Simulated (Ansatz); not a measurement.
Theory: DFT PBE+D3(BJ), scalar-relativistic, plane waves, PAW (Ansatz 0.2.0). All cells share a 420 eV cutoff and Γ-centred k meshes spaced at most about 0.3 Å⁻¹ (2π included). No spin polarisation in the final relaxations.

Temperature and zero-point effects are left out.

Two forms of GeCl₂ were relaxed alike.

A. Space group P1 (No. 1), triclinic, a = 3.927 Å, b = 4.017 Å, c = 23.546 Å, α = 85.6°, β = 85.5°, γ = 61.9°. Around Ge on its first site lie 2 Cl at 2.45–2.53 Å, 1 Cl at 2.68 Å and 3 Cl at 2.86–3.06 Å; around Ge on its second site lie 2 Cl at 2.45–2.53 Å, 1 Cl at 2.68 Å and 3 Cl at 2.86–3.06 Å; Ge on its third site is surrounded by 2 Cl at 2.45–2.53 Å, 1 Cl at 2.68 Å and 3 Cl at 2.86–3.06 Å; around Ge on its fourth site lie 2 Cl at 2.45–2.53 Å, 1 Cl at 2.68 Å and 3 Cl at 2.86–3.06 Å; Cl on its first site is surrounded by 2 Ge at 2.53–2.68 Å and 1 Ge at 3.06 Å; 7 more sites not described.

B. Space group P6_3/mmc (No. 194), hexagonal, a = 3.877 Å, c = 13.184 Å. Around Ge lie 6 Cl at 2.69 Å; around Cl lie 3 Ge at 2.69 Å.

Question: Which is lower in energy, and by how much?

Answer: A is lower, by 20 meV/atom. A has space group P1 (No. 1), 27.2 Å³/atom and a gap of 2.52 eV on its mesh; B has space group P6_3/mmc (No. 194), 28.6 Å³/atom and a gap of 2.57 eV. Counting Cl atoms around Ge (those within 1.25 times the shortest such distance or 1.15 times the sum of covalent radii; the shortest distance is added where it is long for a bond), A has Ge 6 and B has Ge 6 from 2.7 Å. Both come from invented guesses.

Kohn–Sham gaps at this level usually fall short of measured ones. Cells relaxed within their symmetry can be saddle points. The P1 cell of GeCl2 came from shaking the P6_3/mmc one.
